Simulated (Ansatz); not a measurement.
Here is the system:

AlIr (CsCl type, Pm-3m), a = b = c = 2.9693 Å, α = β = γ = 90.00°.

This is the LDA-relaxed structure.

Task: All from plane-wave PAW LDA (Ansatz code), unless another level is named. Predict the density of states at the Fermi level.

Result: 0.19 states/eV per atom (mean over ±0.08 eV).

Task: Next, the formation energy from the elements (no fitted shifts)?

Result: -0.95 eV/atom.

The workflow started from a Materials Project entry (that database holds measured and hypothetical structures alike); the Crystallography Open Database copy checked does not list it. With Al and Ir taken as one species the cell has the higher symmetry Im-3m, so it may be an ordered model of a mixed-site phase. Its standing as an ambient phase is unchecked. The LDA relaxation kept the symmetry of its start; of distortions, only those at the zone centre were tested. The run is not spin-polarised. The references are the lowest solids computed at this level, not always the standard phases. Scalar-relativistic: spin–orbit coupling is off unless named, which matters more the heavier the elements.

Potentials: the later of the program's two PAW sets.
